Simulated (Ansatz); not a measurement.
A generated cell, in the space group of a known form (sites not compared), of ZnS: F-43m (No. 216), cF8, zinc blende type; a = 5.3891 Å, b = 5.3891 Å, c = 5.3891 Å, α = 90.00°, β = 90.00°, γ = 90.00°; S 4d (0.750, 0.750, 0.750); Zn 4a (0.000, 0.000, 0.000). Computed with r2SCAN (plane waves to 500 eV, PAW, scalar-relativistic; Ansatz, a first-principles code). Element references, the lowest calculated here: S (Fddd), Zn (P6₃/mmc).

Task: Give the formation energy of this F-43m form of ZnS from the elements at the level r2SCAN.

Result: -0.98 eV/atom.

A lower structure of this composition may exist. A known form of ZnS has the same space group; whether the sites agree was not checked.

Static energies, no anion corrections, no zero-point energy. Values are rounded to 0.01 eV/atom. Not shown to be the ambient phase of their composition (a lower form may be missing, and a cell relaxed within its start's symmetry can be a saddle point): ZnS (F-43m). The compounds carry no spin polarisation.
